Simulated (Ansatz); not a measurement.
Y (fcc (Cu type), Fm-3m) under volume change, r²SCAN in the plane-wave PAW code Ansatz, scaled uniformly.

```
V (Å³/atom)  E − E(relaxed) (meV/atom)  P (GPa)
-----------  -------------------------  -------
30.202                            36.1     4.12
31.198                            15.4     2.58
32.194                             3.7     1.21
33.190                             0.0     0.00
34.185                             ___      ___
35.181                            12.9    -2.00
36.177                             ___      ___
```

Task: Fill in the missing entries.

Result: 
- 34.185, E − E(relaxed) (meV/atom): 3.4
- 34.185, P (GPa): -1.06
- 36.177, E − E(relaxed) (meV/atom): 27.9
- 36.177, P (GPa): -2.83

Task: What does a third-order Birch–Murnaghan fit give for V₀, B₀ and B′?

Result: V₀ = 33.19 Å³/atom, B₀ = 37.7 GPa, B′ = 3.2.

The first step of the workflow began from a Materials Project structure, measured or hypothetical; the Crystallography Open Database files this formula in space group No. 225, but the cells were not matched. It is not the phase usual at ambient conditions (space group No. 194). The r²SCAN relaxation kept the symmetry of its start; whether a distortion lowers the energy is not shown. No spin polarisation was allowed.

Potentials: the earlier of the program's two PAW sets. The files were generated under PBE; for other functionals the program regenerates the frozen cores, and for LDA and PBEsol the local potential too.
